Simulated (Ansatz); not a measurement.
Each is relaxed and computed with PBEsol (plane waves, PAW; program Ansatz). Which is the only one with a gap?
A) BP, rock salt
B) KPH2O4, Fdd2 (Pearson symbol oF64)
C) GaP, CsCl type
D) MoP, P-6m2 (Mo on 1a, P on 1d)

B, KPH2O4, Fdd2 (Pearson symbol oF64). KPH2O4: gap 5.63 eV; BP: metal; MoP: metal; GaP: metal. Constructed cells (a structure type filled with these elements, in neither database checked): GaP, CsCl type. Typed or built starts, not in the databases checked: BP, rock salt. Not the usual ambient phase: BP, rock salt; GaP, CsCl type. Standing as an ambient phase not checked: KPH2O4, Fdd2 (Pearson symbol oF64). Unstable at this level: GaP, CsCl type. All cells were relaxed under the symmetry of their starts (and spin orders); stability against distortions was not tested throughout. Named crystals with no word on spin ran without spin polarisation. Scalar-relativistic: spin–orbit coupling is off unless named, which matters more the heavier the elements.

Potentials: the earlier of the program's two PAW sets. The files were generated under PBE; for other functionals the program regenerates the frozen cores, and for LDA and PBEsol the local potential too.
